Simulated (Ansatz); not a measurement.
CuCl:
Space group F-43m (No. 216); a = b = c = 5.4245 Å, α = β = γ = 90.00°

```csv
atom,site,symmetry,x,y,z
Cu,4d,-43m,0.7500,0.7500,0.7500
Cl,4b,-43m,0.5000,0.5000,0.5000
```
(The calculation used a cell of 2 atoms; values per cell refer to that cell.)

Relaxed with PBE.

Task: Which orbitals make up the states near the band edges in PBE in the plane-wave PAW code Ansatz?

Result: Top 1 eV of the valence band: Cu 3d 84 %, Cl 3p 13 %. Bottom 1 eV of the conduction band: Cu 4s 67 %, Cl 3s 18 %, Cl 3p 11 %. Projections are on Löwdin-orthogonalised atomic valence shells; empty p or d shells of many metals are not among them.

Task: Tabulate the density of states.

Result: States/eV per cell of 2 atoms, in 0.25 eV bins, energy from the valence-band maximum.

| E (eV) | total | Cu 3d | Cl 3p | Cu 4s |
|---|---|---|---|---|
| -6.70 | 0.00 | 0.00 | 0.00 | 0.00 |
| -6.45 | 1.67 | 0.05 | 1.33 | 0.26 |
| -6.20 | 4.65 | 0.19 | 3.66 | 0.74 |
| -5.95 | 0.87 | 0.08 | 0.65 | 0.11 |
| -5.70 | 1.25 | 0.13 | 1.05 | 0.06 |
| -5.45 | 2.27 | 0.24 | 1.94 | 0.07 |
| -5.20 | 3.06 | 0.38 | 2.60 | 0.04 |
| -4.95 | 10.23 | 1.70 | 8.44 | 0.01 |
| -4.70 | 0.00 | 0.00 | 0.00 | 0.00 |
| -4.45 | 0.00 | 0.00 | 0.00 | 0.00 |
| -4.20 | 0.00 | 0.00 | 0.00 | 0.00 |
| -3.95 | 0.00 | 0.00 | 0.00 | 0.00 |
| -3.70 | 0.00 | 0.00 | 0.00 | 0.00 |
| -3.45 | 0.00 | 0.00 | 0.00 | 0.00 |
| -3.20 | 0.00 | 0.00 | 0.00 | 0.00 |
| -2.95 | 0.00 | 0.00 | 0.00 | 0.00 |
| -2.70 | 0.00 | 0.00 | 0.00 | 0.00 |
| -2.45 | 0.00 | 0.00 | 0.00 | 0.00 |
| -2.20 | 0.00 | 0.00 | 0.00 | 0.00 |
| -1.95 | 0.00 | 0.00 | 0.00 | 0.00 |
| -1.70 | 3.84 | 3.72 | 0.03 | 0.02 |
| -1.45 | 12.07 | 11.91 | 0.05 | 0.02 |
| -1.20 | 6.18 | 5.85 | 0.17 | 0.04 |
| -0.95 | 6.18 | 5.62 | 0.40 | 0.02 |
| -0.70 | 6.62 | 5.62 | 0.86 | 0.03 |
| -0.45 | 3.55 | 2.83 | 0.63 | 0.02 |
| -0.20 | 1.45 | 1.10 | 0.33 | 0.01 |
| 0.05 | 0.11 | 0.08 | 0.03 | 0.00 |
| 0.30 | 0.00 | 0.00 | 0.00 | 0.00 |
| 0.55 | 0.00 | 0.00 | 0.00 | 0.00 |
| 0.80 | 0.02 | 0.00 | 0.00 | 0.01 |
| 1.05 | 0.04 | 0.00 | 0.00 | 0.03 |
| 1.30 | 0.07 | 0.00 | 0.01 | 0.05 |
| 1.55 | 0.10 | 0.00 | 0.01 | 0.06 |
| 1.80 | 0.13 | 0.00 | 0.02 | 0.09 |
| 2.05 | 0.16 | 0.00 | 0.02 | 0.11 |
| 2.30 | 0.21 | 0.00 | 0.03 | 0.14 |
| 2.55 | 0.28 | 0.00 | 0.04 | 0.19 |
| 2.80 | 0.42 | 0.00 | 0.06 | 0.28 |
| 3.05 | 0.65 | 0.01 | 0.09 | 0.41 |
| 3.30 | 0.71 | 0.01 | 0.10 | 0.45 |
| 3.55 | 1.00 | 0.01 | 0.11 | 0.50 |
| 3.80 | 1.10 | 0.02 | 0.12 | 0.50 |
| 4.05 | 1.12 | 0.02 | 0.12 | 0.49 |
| 4.30 | 1.04 | 0.01 | 0.12 | 0.45 |
| 4.55 | 1.04 | 0.01 | 0.14 | 0.44 |
| 4.80 | 1.09 | 0.01 | 0.13 | 0.38 |
| 5.05 | 1.37 | 0.01 | 0.14 | 0.39 |
| 5.30 | 1.42 | 0.01 | 0.07 | 0.16 |

Symmetry was held in the PBE relaxation; phonons on a q-mesh show no instability. No spin polarisation was allowed.

Potentials: the later of the program's two PAW sets.
